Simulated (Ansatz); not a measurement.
TaC (rock salt)

```yaml
crystal:
  lattice:
    - [0.00000, 2.23793, 2.23793]
    - [2.23793, 0.00000, 2.23793]
    - [2.23793, 2.23793, 0.00000]
  atoms:
    - { symbol: C, position: [0.00000, 0.00000, 0.00000] }
    - { symbol: Ta, position: [0.50000, 0.50000, 0.50000] }
```

The volume is varied about the relaxed value V₀ at fixed cell shape. Symmetry pins the atoms to their sites.

The numbers are results of PBE (plane waves to 420 eV, PAW, scalar-relativistic; Ansatz, a program for electronic structure), not measurements. k mesh 18×18×18 (Γ-centred), Fermi-Dirac smearing 0.05 eV. The energy includes the smearing's −TS. Stress and pressure are positive under compression. Spin-orbit coupling is left out, though Ta is heavy. TaC is run without spin polarisation. TaC was relaxed with its symmetry unable to fall. The zero of ΔE is the relaxed starting cell.

What ΔE (eV/atom) and P (GPa) does the calculation give at V/V₀ = 0.900, 0.917, 0.933, 0.950, 1.067?


```
V/V₀   ΔE (eV/atom)  P (GPa)
-----  ------------  -------
0.900         0.136     42.6
0.917         0.091     33.8
0.933         0.057     25.8
0.950         0.031     18.5
1.067         0.045    -18.3
```

(A scan under strain: stresses follow from slopes of the energy per volume, elastic moduli from its curvatures.)
